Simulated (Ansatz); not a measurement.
**Moments of MoSe against volume**

Theory: Ansatz, DFT r2SCAN+U, scalar-relativistic, plane waves, PAW.

```yaml
crystal:
  lattice:
    - [0.00000, 2.85647, 2.85647]
    - [5.71294, 2.85647, 2.85647]
    - [5.71294, 5.71294, 0.00000]
  atoms:
    - { symbol: Mo, position: [0.00000, 0.00000, 0.00000] }
    - { symbol: Se, position: [0.50000, 0.50000, 0.00000] }
    - { symbol: Mo, position: [0.00000, 0.00000, 0.50000] }
    - { symbol: Se, position: [0.50000, 0.50000, 0.50000] }
```

* plane-wave cutoff: 500 eV
* Γ-centred k-mesh: 12×12×6
* occupation rule: Gaussian smearing, 0.1 eV
* U_eff on Löwdin-orthogonalised atomic d orbitals: Mo 4.38 eV
* list of starting moments (μB, in atom order): 2 0 -2 0
* check for lower electronic states after the SCF: asked for but not made

The cell is scaled evenly at fixed fractional positions, V₀ being the volume of the cell shown; start: antiferromagnetic, doubled cell, propagation vector (0, 1/2, 1/2). The states are those that the runs reached from these starts; a lower one can exist. Energies are extrapolated to zero smearing.

Site moments are spin moments in atom-centred spheres that scale with the neighbour distance.

```tsv
V/V₀	E above lowest (meV/atom)	P (GPa)	cell moment (μB)	site moments (μB)
0.800	254.2	23.2	0.00	Mo +3.01, Mo -3.01
0.860	99.7	12.8	0.00	Mo +3.14, Mo -3.14
0.920	21.9	5.4	0.00	Mo +3.26, Se +0.05, Mo -3.26
0.960	1.4	1.8	0.00	Mo +3.33, Se +0.06, Mo -3.33
1.000	0.0	-1.2	0.00	Mo +3.39, Se +0.07, Mo -3.39
1.040	13.8	-3.5	0.00	Mo +3.45, Se +0.09, Mo -3.45
1.100	56.3	-6.1	0.00	Mo +3.54, Se +0.10, Mo -3.54
1.180	141.3	-8.3	0.00	Mo +3.64, Se +0.12, Mo -3.64
```

Cost: 8 runs of about 5.3 core-minutes in all, on Oxide Virtual Turin-like Processor (Zen 5) (shared hosts).